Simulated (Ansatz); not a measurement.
Crystals of one structure type (rock salt) and one family of elements, relaxed and computed with the program Ansatz at the r²SCAN level (PAW).

```json
[
 {"crystal": "BP", "V (Å³/atom)": "10.07", "B₀ by P(V) fit (GPa)": "162"},
 {"crystal": "BAs", "V (Å³/atom)": "12.18", "B₀ by P(V) fit (GPa)": "?"},
 {"crystal": "GaP", "V (Å³/atom)": "16.77", "B₀ by P(V) fit (GPa)": "98.8"},
 {"crystal": "GaSb", "V (Å³/atom)": "23.64", "B₀ by P(V) fit (GPa)": "63.1"}
]
```

Problem. Fit a straight line to ln B₀ against ln V and predict the withheld value.

Solution. Least squares on the 3 shown rows: ln B₀ = -1.09 × ln V + (7.621), with a scatter of 3 %. For BAs this gives 134. The run itself gave 135, within the scatter.

Typed or built starts, not in the databases checked: BP, rock salt; BAs, rock salt; GaP, rock salt; GaSb, rock salt. Not the usual ambient phase: BP, rock salt; BAs, rock salt; GaP, rock salt; GaSb, rock salt. All cells were relaxed under the symmetry of their starts (and spin orders); stability against distortions was not tested throughout. Spin–orbit coupling is left out wherever it is not named.

Potentials: the earlier of the program's two PAW sets.
